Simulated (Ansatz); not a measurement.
A: Ti (hcp, Mg type), a = 2.939 Å, b = 2.939 Å, c = 4.650 Å, α = 90.00°, β = 90.00°, γ = 120.00°
B: YPb₂ (space group Cmcm), a = 4.577 Å, b = 16.737 Å, c = 4.546 Å, α = 90.00°, β = 90.00°, γ = 90.00°
C: Mg3Sb2 (A-La2O3 type, space group P-3m1), a = b = 4.596 Å, c = 7.272 Å, α = β = 90.00°, γ = 120.00°

Scan: energy against volume (even scaling of the relaxed cell, symmetry kept). All come from one method, each on a k mesh of its own. All were relaxed with their symmetry unable to fall. Spin-orbit coupling is left out. Ti is run without spin polarisation. YPb2 is run without spin polarisation.

Task: Rank these by bulk modulus at fixed cell shape (fitted) (highest first), as PBE (plane waves to 420 eV, PAW, scalar-relativistic; Ansatz, a first-principles code) gives it.

Result: A (112 GPa), B (51.4 GPa), C (41.8 GPa)

(Under strain, the slope of the energy per volume gives the stress and its curvature an elastic modulus.)
